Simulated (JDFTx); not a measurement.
An input for JDFTx (a modified build) (C2H4I (SMILES C[CH]I), charge 0, multiplicity 2, linear PCM (GLSSA13), carbon disulfide, no salt; bohr, hartree) and the course of its log:

```
lattice \
  22.2042819644 0.0000000000 0.0000000000 \
  0.0000000000 20.3145558397 0.0000000000 \
  0.0000000000 0.0000000000 18.4248297151
coords-type Cartesian
ion C -2.1729693605 -0.5703830566 0.5371522827 0
ion C 0.4044752520 0.4457888831 0.8173561648 0
ion I 3.5247992207 -1.9138368729 0.4773536510 0
ion H -3.5247992207 0.7449459346 1.3662651572 0
ion H -2.6995112894 -0.8191517131 -1.4541430943 0
ion H -2.3613470477 -2.4032255645 1.4541430943 0
ion H 0.7862815010 2.4032255645 0.4347662231 0
ion-species pseudo/c_pbe_v1.2.upf
ion-species pseudo/i_pbe_v1.upf
ion-species pseudo/h_pbe_v1.4.upf
core-overlap-check none
elec-cutoff 20 100
elec-ex-corr gga-PBE
symmetries none
elec-n-bands 10
spintype z-spin
elec-initial-magnetization 1 yes
electronic-scf nIterations 100 energyDiffThreshold 1e-08
fluid LinearPCM
pcm-variant GLSSA13
fluid-solvent CarbonDisulfide
fluid-minimize nIterations 400 knormThreshold 1e-11
wavefunction read s0.wfns 13
dump-name s7.$VAR
dump End State Ecomponents EigStats BandEigs Forces ElecDensity IonicPositions FluidDebug
```

```
[one cycle in 5 is shown, and the last three; fluid-solver lines are left out]
SCF: Cycle:  0   Etot: -20.090913118913587   dEtot: +5.292e+00   |Residual|: 5.750e-01   |deigs|: 8.619e-02
SCF: Cycle:  5   Etot: -25.374065631738322   dEtot: -1.870e-02   |Residual|: 6.958e-02   |deigs|: 2.199e-02
SCF: Cycle: 10   Etot: -25.381105877319332   dEtot: -4.811e-04   |Residual|: 2.894e-02   |deigs|: 2.396e-03
SCF: Cycle: 15   Etot: -25.380813456099609   dEtot: +2.096e-04   |Residual|: 1.675e-03   |deigs|: 4.458e-04
SCF: Cycle: 20   Etot: -22.596452884639604   dEtot: +8.048e-01   |Residual|: 5.100e-01   |deigs|: 1.788e-02
SCF: Cycle: 25   Etot: -25.067813884877026   dEtot: +3.243e-02   |Residual|: 1.996e-01   |deigs|: 2.212e-02
SCF: Cycle: 30   Etot: -25.267259069891061   dEtot: -2.800e-02   |Residual|: 7.290e-02   |deigs|: 1.024e-02
SCF: Cycle: 35   Etot: -25.381630881984986   dEtot: -8.641e-04   |Residual|: 2.673e-02   |deigs|: 2.591e-03
SCF: Cycle: 40   Etot: -25.041996713853134   dEtot: -2.589e+00   |Residual|: 2.039e-01   |deigs|: 8.672e-02
SCF: Cycle: 45   Etot: -25.142326761738509   dEtot: -1.014e-04   |Residual|: 1.809e-01   |deigs|: 2.921e-04
SCF: Cycle: 50   Etot: -25.365027880271882   dEtot: -3.214e-02   |Residual|: 2.188e-02   |deigs|: 7.788e-03
SCF: Cycle: 55   Etot: -24.993989138524501   dEtot: -1.248e+00   |Residual|: 2.188e-01   |deigs|: 4.822e-02
SCF: Cycle: 60   Etot: -25.109775329627180   dEtot: -4.341e-01   |Residual|: 1.889e-01   |deigs|: 6.092e-02
SCF: Cycle: 65   Etot: -25.267498065274765   dEtot: -1.966e-02   |Residual|: 8.098e-02   |deigs|: 7.727e-03
SCF: Cycle: 70   Etot: -25.381286263221224   dEtot: -6.559e-04   |Residual|: 2.929e-02   |deigs|: 2.419e-03
SCF: Cycle: 75   Etot: -25.057634589521690   dEtot: -2.354e+00   |Residual|: 2.118e-01   |deigs|: 7.379e-02
SCF: Cycle: 80   Etot: -24.858315084631091   dEtot: -9.618e-02   |Residual|: 2.499e-01   |deigs|: 4.849e-03
SCF: Cycle: 85   Etot: -25.350009327104370   dEtot: -7.620e-02   |Residual|: 1.333e-01   |deigs|: 1.596e-02
SCF: Cycle: 90   Etot: -25.381474389826124   dEtot: -5.173e-04   |Residual|: 2.283e-02   |deigs|: 2.248e-03
SCF: Cycle: 95   Etot: -24.560089642982973   dEtot: -5.674e-02   |Residual|: 2.446e-01   |deigs|: 2.644e-02
SCF: Cycle: 97   Etot: -19.543805518422829   dEtot: +3.427e+00   |Residual|: 7.572e-01   |deigs|: 6.104e-02
SCF: Cycle: 98   Etot: -23.481705552554132   dEtot: -3.938e+00   |Residual|: 3.349e-01   |deigs|: 1.371e-01
SCF: Cycle: 99   Etot: -24.399445667242063   dEtot: -9.177e-01   |Residual|: 2.627e-01   |deigs|: 3.387e-02
SCF: None of the convergence criteria satisfied after 100 iterations.
IonicMinimize: Iter:   0  Etot: -24.399445667242063  |grad|_K:  0.000e+00
IonicMinimize: Converged (|grad|_K<1.000000e-04).
```

This run gave no converged result. The electronic loop ended without meeting its threshold, so the last energy, chemical potential and forces aren't results.
